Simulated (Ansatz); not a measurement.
## BN (F-43m): energy against volume by PBE and RPA

```xyz
2
Lattice="0.0000 1.8080 1.8080 1.8080 0.0000 1.8080 1.8080 1.8080 0.0000" Properties=species:S:1:pos:R:3 pbc="T T T"
B     0.0000    0.0000    0.0000
N     0.9040    0.9040    0.9040
```

RPA total energy on PBE orbitals, hand-made PAW set (Ansatz); 4×4×4 mesh, wave cutoff 870 eV, correlation extrapolated to infinite response cutoff from cutoffs up to 280 eV, 8 electrons, all correlated, long-wavelength term: neglected.

A Birch-Murnaghan fit gives PBE: V0 = 5.96 Å³ an atom (lattice constants +0.3 % against the given cell), B0 = 372 GPa.

**Question.** What does RPA on these orbitals give?

**Answer.** RPA: V0 = 5.91 Å³ an atom (lattice constants 0.0 % against the given cell), B0 = 391 GPa. The RPA points scatter about the fit by some 0.8 meV, so its minimum and above all its modulus are rough. The points for the whole cell, counted from the given cell:

```tsv
V/V_given	V (Å³)	PBE (meV)	Hartree-Fock expression on these orbitals (meV)	RPA (meV)
0.92	10.87	123	53	103
0.96	11.35	34	-3	23
1.00	11.82	0	0	0
1.04	12.29	11	51	21
1.08	12.77	60	143	82
```

This ran on a trial build of the method. The mesh is coarse, so these are values at the stated settings, not converged ones.
